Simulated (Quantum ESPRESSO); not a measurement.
pw.x input (Quantum ESPRESSO 7.5; PBEsol, PseudoDojo standard norm-conserving files, fully relativistic):

```
&CONTROL
  calculation = 'scf'
  pseudo_dir = './pseudo'
  outdir = './out'
  tprnfor = .true.
  tstress = .true.
/
&SYSTEM
  ibrav = 0
  nat = 2
  ntyp = 2
  ecutwfc = 80.0
  ecutrho = 320.0
  occupations = 'smearing'
  smearing = 'fd'
  degauss = 0.002
  nbnd = 33
  noncolin = .true.
  lspinorb = .true.
/
&ELECTRONS
  conv_thr = 2e-10
/
ATOMIC_SPECIES
Ga 69.7230 Ga.upf
Bi 208.9804 Bi.upf
CELL_PARAMETERS angstrom
  0.000000000000   3.169159888000   3.169159888000
  3.169159888000   0.000000000000   3.169159888000
  3.169159888000   3.169159888000   0.000000000000
ATOMIC_POSITIONS crystal
Ga   0.750000000000   0.750000000000   0.750000000000
Bi   0.000000000000   0.000000000000   0.000000000000
K_POINTS automatic
8 8 8 0 0 0
```

End of the output:

```

[...]
     the Fermi energy is     7.9729 ev
!    total energy              =    -315.72946117 Ry
     estimated scf accuracy    <          4.1E-11 Ry
     smearing contrib. (-TS)   =      -0.00005092 Ry
     internal energy E=F+TS    =    -315.72941025 Ry
     The total energy is F=E-TS. E is the sum of the following terms:
     one-electron contribution =    -147.97669218 Ry
     hartree contribution      =      92.75456674 Ry
     xc contribution           =     -83.57909943 Ry
     ewald contribution        =    -176.92818538 Ry
     convergence has been achieved in   8 iterations
     Forces acting on atoms (cartesian axes, Ry/au):
     atom    1 type  1   force =     0.00000000   -0.00000000   -0.00000000
     atom    2 type  2   force =     0.00000000    0.00000000    0.00000000
     Total force =     0.000000     Total SCF correction =     0.000000
     Computing stress (Cartesian axis) and pressure
          total   stress  (Ry/bohr**3)                   (kbar)     P=        5.51
   0.00003747  -0.00000000  -0.00000000            5.51       -0.00       -0.00
  -0.00000000   0.00003747  -0.00000000           -0.00        5.51       -0.00
  -0.00000000  -0.00000000   0.00003747           -0.00       -0.00        5.51
```

Geometry relaxed with PBEsol.
